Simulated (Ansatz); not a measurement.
Ti3AlC:
```
Ti3AlC
1.0
    4.10535     0.00000     0.00000
    0.00000     4.10535     0.00000
    0.00000     0.00000     4.10535
Ti Al C
3 1 1
Direct
  0.50000   0.50000   0.00000
  0.00000   0.50000   0.50000
  0.50000   0.00000   0.50000
  0.00000   0.00000   0.00000
  0.50000   0.50000   0.50000
```

Relaxed with LDA. Special points in fractions of this cell's reciprocal vectors: Γ (0.000, 0.000, 0.000); X (0.000, 0.500, 0.000); M (0.500, 0.500, 0.000); R (0.500, 0.500, 0.500).

List the band energies nearest the Fermi level at these points for LDA (plane waves, PAW; program Ansatz).

In eV from the Fermi level; about four levels below and three above (degenerate sets whole), none deeper than 8.9 eV; points with the same levels are listed once.

```csv
k,below,above
Γ,-1.80 -1.80 -1.80 -1.62 -1.62 -1.62,1.45 1.45 1.45
X,-1.56 -1.56 -1.13 -0.58,0.70 0.71 1.56 1.56
M,-3.28 -2.36 -2.36 -1.66,0.14 0.14 0.46 0.46
R,-5.26 -1.41 -1.41 -1.41,0.07 0.07 0.07
```

Space group Pm-3m (anti-perovskite). The workflow started from a Materials Project entry (that database holds measured and hypothetical structures alike); the Crystallography Open Database copy checked does not list it. Whether it is the stable phase at ambient conditions was not checked. The LDA relaxation kept the symmetry of its start; of distortions, only those at the zone centre were tested. The run is not spin-polarised.

Potentials: the earlier of the program's two PAW sets.
